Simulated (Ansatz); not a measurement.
The start is a generated trial cell of Ni in the simple-cubic structure type. A full variable-cell relaxation at zero pressure is run with PBEsol (plane waves to 420 eV, PAW, scalar-relativistic; Ansatz, a quantum-chemistry and plane-wave program). The first steps use a coarse 14×14×14 k-mesh.

Initial structure:
```yaml
crystal:
  lattice:
    - [2.30283, 0.00000, 0.00000]
    - [0.00000, 2.30283, 0.00000]
    - [0.00000, 0.00000, 2.30283]
  atoms:
    - { symbol: Ni, position: [0.00000, 0.00000, 0.00000] }
```
Spin-polarised start, with parallel moments on Ni.

### Question
How large is the pressure on the unrelaxed cell, and of which sign?

### Answer
-3.0 GPa (negative: the cell is under tension).

### Question
How does the volume per atom move from start to end?

### Answer
-1.8 %, from 12.21 to 12.00 Å³/atom.

### Question
How do the shortest distances between atoms change?

### Answer
The closest pairs of elements (up to four, under 3.6 Å), start → end: Ni–Ni 2.30 → 2.29 Å.

### Question
What band gap does the relaxed structure have at this level?

### Answer
No gap (metallic).

### Question
What magnetic moments remain?

### Answer
Net 0.52 μB/atom, ferromagnetic.

The space group stays Pm-3m (No. 221) (the run could not lower it); the end is simple cubic type, with 1 atom in the primitive magnetic cell. Final values are on a 20×20×20 k-mesh of the relaxed cell. Spin state reached: ferromagnetic (net 0.52 μB/atom), from parallel starting moments; other spin orders were not run from this start.

The run could not lower the symmetry of its start; a shaken copy of this end point relaxes with PBEsol to Fm-3m (No. 225), 0.77 eV/atom lower.

The relaxed structure here is a generated cell of Ni: the first start was made by placing the elements on the sites of a structure type, and the end was not matched to a known phase here, so it may be hypothetical. Known forms of Ni include space group No. 225.
